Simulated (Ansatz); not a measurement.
Relax this structure to zero stress and force, keeping its symmetry:

```cif
data_structure
_symmetry_space_group_name_H-M 'R-3m:H'
_symmetry_Int_Tables_number 166
_cell_length_a 3.0835
_cell_length_b 3.0835
_cell_length_c 14.4820
_cell_angle_alpha 90.000
_cell_angle_beta 90.000
_cell_angle_gamma 120.000
_cell_volume 119.25
loop_
_atom_site_label
_atom_site_type_symbol
_atom_site_symmetry_multiplicity
_atom_site_Wyckoff_symbol
_atom_site_fract_x
_atom_site_fract_y
_atom_site_fract_z
_atom_site_occupancy
Ti1 Ti 6 c 0.33333 0.66667 0.91198 1
C1 C 3 b 0.66667 0.33333 0.83333 1
```

The calculation used Ansatz 0.2.0, DFT PBEsol, scalar-relativistic, plane waves, PAW.

Settings: cutoff 420 eV, Γ-centred mesh 18×18×18 on the computed 3-atom cell, Gaussian smearing of 0.10 eV; no spin polarisation.

What does it relax to?

The volume falls by 0.41 Å³/atom to 12.84 Å³/atom, and the energy falls by 6.3 meV/atom. Final structure:
```xyz
3
Lattice="1.5264 0.8813 4.7720 -1.5264 0.8813 4.7720 0.0000 -1.7625 4.7720" Properties=species:S:1:pos:R:3 pbc="T T T"
Ti    0.0000    0.0000    3.5192
Ti    0.0000    0.0000   10.7967
C     0.0000    0.0000    7.1580
```

Cost: 1 run of about 3.5 core-minutes, on Intel Xeon Processor @ 2.70GHz (shared hosts).